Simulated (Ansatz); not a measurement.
ZnCu (CsCl type)

```xyz
4
Lattice="5.8166 0.0000 0.0000 0.0000 2.9083 0.0000 0.0000 0.0000 2.9083" Properties=species:S:1:pos:R:3 pbc="T T T"
Zn     0.0000     0.0000     0.0000
Zn     2.9083     0.0000     0.0000
Cu     1.4541     1.4541     1.4541
Cu     4.3624     1.4541     1.4541
```

Scan: atom 3 (Cu, nearest neighbour Zn at 2.519 Å; its periodic images, 2.9 Å or more away, move with it) is displaced along Cartesian x, direction (1.000, 0.000, 0.000) in Cartesian axes, by s. The other atoms stay.

Level of theory: PBEsol (plane waves to 420 eV, PAW, scalar-relativistic; Ansatz, an electronic-structure program). k mesh 7×13×13 (Γ-centred), Fermi-Dirac smearing 0.05 eV. Energies are smeared free energies. With partly filled bands, energies and forces of such displacements shift with the k mesh and the smearing. ZnCu is run without spin polarisation. ZnCu was relaxed with its symmetry unable to fall. ΔE is measured from the undisplaced structure. The last digit holds for this mesh only.

| s (Å) | ΔE (meV/cell) |
|---|---|
| -0.760 | 1886.5 |
| -0.608 | 1139.2 |
| -0.456 | 615.1 |
| -0.304 | 265.8 |
| -0.152 | 65.4 |
| 0.000 | 0.0 |
| 0.152 | 65.4 |
| 0.304 | 265.8 |
| 0.456 | 615.1 |
| 0.608 | 1139.2 |
| 0.760 | 1886.5 |

Q: What force constant k = d²E/ds² at s = 0 does the table give?

A: 5.6 eV/Å². It is the second difference of the nearest points, corrected with the next pair.

Q: With k = 5.63 eV/Å² from the forces, is the well harmonic out to s = 0.760 Å?

A: ½ks² = 1625 meV/cell against the computed 1887 meV/cell, so the well is stiffer than harmonic there.

(A displaced cell: forces are minus the slopes of the energy, force constants its curvatures, and phonons follow from these.)
